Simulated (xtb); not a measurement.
xtb single point, GFN2-xTB, GBSA implicit methanol, on trimethylsulfonium, C3H9S (SMILES C[S+](C)C), charge +1, multiplicity 1.

```
xtb m.xyz --gfn 2 --chrg 1 --uhf 0 --norestart --sp --gbsa methanol

13

C     -1.369386     0.994694    -0.118063
S     -0.011204     0.146111    -0.960066
C     -0.067139    -1.454359    -0.118028
C      1.402896     0.897798    -0.118064
H     -1.256878     0.932116     0.960037
H     -2.303978     0.532925    -0.424955
H     -1.372200     2.034195    -0.434868
H     -0.066096    -1.325668     0.960066
H      0.798355    -2.034195    -0.427245
H     -0.967596    -1.975152    -0.432464
H      1.290740     0.834897     0.960041
H      2.303978     0.377884    -0.432148
H      1.472820     1.937111    -0.427706
```

It prints:

```

          ...................................................
          :                      SETUP                      :
          :.................................................:
          :  # basis functions                  31          :
          :  # atomic orbitals                  30          :
          :  # shells                           18          :
          :  # electrons                        26          :
          :  max. iterations                   250          :
          :  Hamiltonian                  GFN2-xTB          :
          :  restarted?                      false          :
          :  GBSA solvation                   true          :
          :  PC potential                    false          :
          :  electronic temp.          300.0000000     K    :
          :  accuracy                    1.0000000          :
          :  -> integral cutoff          0.2500000E+02      :
          :  -> integral neglect         0.1000000E-07      :
          :  -> SCF convergence          0.1000000E-05 Eh   :
          :  -> wf. convergence          0.1000000E-03 e    :
          :  Broyden damping             0.4000000          :
          :  net charge                          1          :
          :  unpaired electrons                  0          :
          ...................................................

 iter      E             dE          RMSdq      gap      omega  full diag
   1    -14.0688033 -0.140688E+02  0.357E+00    6.49       0.0  T
   2    -14.0750217 -0.621836E-02  0.200E+00    6.39       1.0  T
   3    -14.0763029 -0.128119E-02  0.526E-01    6.29       1.0  T
   4    -14.0763545 -0.516104E-04  0.822E-02    6.31       1.0  T
   5    -14.0763595 -0.497105E-05  0.324E-02    6.31       1.0  T
   6    -14.0763594  0.735526E-07  0.101E-02    6.31       2.8  T
   7    -14.0763596 -0.193649E-06  0.148E-03    6.31      18.7  T
   8    -14.0763596 -0.221861E-08  0.239E-04    6.31     115.9  T
   9    -14.0763596 -0.400728E-10  0.129E-04    6.31     214.6  T

   *** convergence criteria satisfied after 9 iterations ***

         #    Occupation            Energy/Eh            Energy/eV
      -------------------------------------------------------------
         1        2.0000           -0.7883613             -21.4524
       ...           ...                  ...                  ...
         7        2.0000           -0.5424256             -14.7602
         8        2.0000           -0.5114434             -13.9171
         9        2.0000           -0.5114320             -13.9168
        10        2.0000           -0.5001783             -13.6105
        11        2.0000           -0.4880825             -13.2814
        12        2.0000           -0.4880726             -13.2811
        13        2.0000           -0.4663745             -12.6907 (HOMO)
        14                         -0.2344588              -6.3799 (LUMO)
        15                         -0.2344553              -6.3799
        16                         -0.1142264              -3.1083
        17                         -0.0415323              -1.1302
        18                         -0.0414774              -1.1287
       ...                                ...                  ...
        30                          0.3896240              10.6022
      -------------------------------------------------------------
                  HL-Gap            0.2319157 Eh            6.3107 eV
             Fermi-level           -0.3504166 Eh           -9.5353 eV


         :::::::::::::::::::::::::::::::::::::::::::::::::::::
         ::                     SUMMARY                     ::
         :::::::::::::::::::::::::::::::::::::::::::::::::::::
         :: total energy             -13.896733693125 Eh    ::
         :: total w/o Gsasa/hb       -13.889446064761 Eh    ::
         :: gradient norm              0.002641131960 Eh/a0 ::
         :: HOMO-LUMO gap              6.310747786128 eV    ::
         ::.................................................::
         :: SCC energy               -14.076349604356 Eh    ::
         :: -> isotropic ES            0.094957942968 Eh    ::
         :: -> anisotropic ES         -0.008251889780 Eh    ::
         :: -> anisotropic XC          0.011817672966 Eh    ::
         :: -> dispersion             -0.005946003296 Eh    ::
         :: -> Gsolv                  -0.088119158245 Eh    ::
         ::    -> Gelec               -0.080831529882 Eh    ::
         ::    -> Gsasa               -0.007678789527 Eh    ::
         ::    -> Ghb                 -0.002965768359 Eh    ::
         ::    -> Gshift               0.003356929523 Eh    ::
         :: repulsion energy           0.179615911231 Eh    ::
         :: add. restraining           0.000000000000 Eh    ::
         :: total charge               1.000000000000 e     ::
         :::::::::::::::::::::::::::::::::::::::::::::::::::::

           -------------------------------------------------
[... lines cut ...]
        22                          0.1483992               4.0381
        23                          0.1920221               5.2252
        24                          0.1921051               5.2274
       ...                                ...                  ...
        30                          0.3896240              10.6022
      -------------------------------------------------------------
                  HL-Gap            0.2319157 Eh            6.3107 eV
             Fermi-level           -0.3504166 Eh           -9.5353 eV

     #   Z          covCN         q      C6AA      α(0)
     1   6 C        3.745    -0.157    23.617     6.932
     2  16 S        2.911     0.397   125.900    18.885
     3   6 C        3.745    -0.157    23.617     6.932
     4   6 C        3.745    -0.157    23.617     6.932
     5   1 H        0.925     0.122     1.594     1.975
     6   1 H        0.925     0.118     1.631     1.997
     7   1 H        0.925     0.118     1.632     1.998
     8   1 H        0.925     0.122     1.594     1.975
     9   1 H        0.925     0.118     1.631     1.997
    10   1 H        0.925     0.118     1.632     1.998
    11   1 H        0.925     0.122     1.594     1.975
    12   1 H        0.925     0.118     1.631     1.997
    13   1 H        0.925     0.118     1.631     1.997

 Mol. C6AA /au·bohr⁶  :       1380.945146
 Mol. C8AA /au·bohr⁸  :      38505.932337
 Mol. α(0) /au        :         57.589738

Wiberg/Mayer (AO) data.
largest (>0.10) Wiberg bond orders for each atom

 ---------------------------------------------------------------------------
     #   Z sym  total        # sym  WBO       # sym  WBO       # sym  WBO
 ---------------------------------------------------------------------------
     1   6 C    3.941 --     2 S    1.001     5 H    0.965     7 H    0.965
                             6 H    0.965
     2  16 S    3.110 --     4 C    1.001     3 C    1.001     1 C    1.001
     3   6 C    3.941 --     2 S    1.001     8 H    0.965    10 H    0.965
                             9 H    0.965
     4   6 C    3.941 --     2 S    1.001    11 H    0.965    12 H    0.965
                            13 H    0.965
     5   1 H    0.985 --     1 C    0.965
     6   1 H    0.986 --     1 C    0.965
     7   1 H    0.986 --     1 C    0.965
     8   1 H    0.985 --     3 C    0.965
     9   1 H    0.986 --     3 C    0.965
    10   1 H    0.986 --     3 C    0.965
    11   1 H    0.985 --     4 C    0.965
    12   1 H    0.986 --     4 C    0.965
    13   1 H    0.986 --     4 C    0.965
 ---------------------------------------------------------------------------


molecular dipole:
                 x           y           z       tot (Debye)
 q only:       -0.021       0.276      -0.524
   full:       -0.021       0.276      -0.347       1.129
molecular quadrupole (traceless):
                xx          xy          yy          xz          yz          zz
 q only:        1.530      -0.009       1.641       0.016      -0.217      -3.172
  q+dip:        1.671      -0.008       1.782       0.011      -0.143      -3.453
   full:        1.948      -0.008       2.059       0.011      -0.144      -4.007

           -------------------------------------------------
          | TOTAL ENERGY              -13.896733693125 Eh   |
          | GRADIENT NORM               0.002641131960 Eh/α |
          | HOMO-LUMO GAP               6.310747786128 eV   |
           -------------------------------------------------
```

The total energy is -378.15 eV, -2.39 eV from the same level's vacuum run.
